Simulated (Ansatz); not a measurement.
KI:
```
CELL_PARAMETERS angstrom
      0.00000     3.54587     3.54587
      3.54587     0.00000     3.54587
      3.54587     3.54587     0.00000
ATOMIC_POSITIONS crystal
  K  0.00000 0.00000 0.00000
  I  0.50000 0.50000 0.50000
```

Relaxed with r²SCAN.

Question: Map the electron localisation function on the plane through (0.000, 0.000, 0.000) spanned by u = [1, 0, 0] and v = [0, 1, -1] in lattice vectors, from the program Ansatz at the r²SCAN level (PAW).

Answer: x is the fraction of u, y of v (the angle between them is 90°; rows are the nearest grid lines); atoms in the plane: K at (0.00, 0.00), I at (0.50, 0.50).
```
|57999840000000000004899975|
|78999830000000000003899987|
|99999620000111100002699999|
|99998400013455431000489999|
|99984100146777764100148999|
|88641001478888887410014688|
|00000147898888889874100000|
|00001478887777778887410000|
|00014789877666677898741000|
|00036898776433467789863000|
|00147898764211246789874100|
|00157898763144136789875100|
|00157898763144136789875100|
|00147898764211246789874100|
|00036898776433467789863000|
|00014789877666677898741000|
|00001478887777778887410000|
|00000147898888889874100000|
|88641001478888887410014688|
|99984100146777764100148999|
|99998400013455431000489999|
|99999620000111100002699999|
|78999830000000000003899987|
|57999840000000000004899975|
```
Scale: ten equal steps from 0.009 (start of '0') to 0.879 (end of '9'), in the order '0123456789'; x runs from 0.000 to 1.00, y from 0.000 (bottom) to 1.00 (top).

The density is the valence pseudo-density with augmentation charge, so density and ELF within about 1 Å of a nucleus are not all-electron values.

Space group Fm-3m (rock salt). The r²SCAN relaxation kept the symmetry of its start; of distortions, only those at the zone centre were tested. Spin–orbit coupling is left out wherever it is not named.

Potentials: the later of the program's two PAW sets.
